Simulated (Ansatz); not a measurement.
**Is this Ga₃As₂P structure stable?**

The structure comes from a generated guess, relaxed at this level; another structure or a mixture of phases may lie lower.

Computed with DFT PBE, scalar-relativistic, plane waves, PAW (Ansatz). The final run on the 6-atom cell used 420 eV, a Γ-centred 12×12×4 mesh, 0.02 eV smearing and no spin polarisation.

Space group P3m1 (No. 156). a = 4.005 Å, b = 4.005 Å, c = 9.815 Å, α = 90.00°, β = 90.00°, γ = 120.00°
| atom | site | symmetry | x | y | z |
| --- | --- | --- | --- | --- | --- |
| Ga | 1a | 3m. | 0.0000 | 0.0000 | 0.9934 |
| Ga | 1b | 3m. | 0.3333 | 0.6667 | 0.6734 |
| Ga | 1c | 3m. | 0.6667 | 0.3333 | 0.3335 |
| P | 1b | 3m. | 0.3333 | 0.6667 | 0.9167 |
| As | 1c | 3m. | 0.6667 | 0.3333 | 0.5863 |
| As | 1a | 3m. | 0.0000 | 0.0000 | 0.2468 |

Formation energies are uncorrected and refer to the elements' standard structures at the same level. The references include black phosphorus.

**Question.** These tests were run: energy against the elements; random kick, then relaxation without symmetry; phonons on a 2×2×1 q mesh; elastic tensor. What do they show?

**Answer.**

| test | result |
| --- | --- |
| energy against the elements | −0.370 eV/atom |
| random kick, then relaxation without symmetry | returns |
| phonons on a 2×2×1 q mesh | no imaginary mode on the mesh |
| elastic tensor | least eigenvalue 31 GPa |

It fails none of these tests. Whether a mixture of other phases lies lower isn't tested here.

The reference forms of As and P are held partly by dispersion forces, which this level lacks. The kick test ran on a coarse mesh. The run for the phonons used a 12×12×4 k mesh. The run for the elastic tensor used a 12×12×4 k mesh.
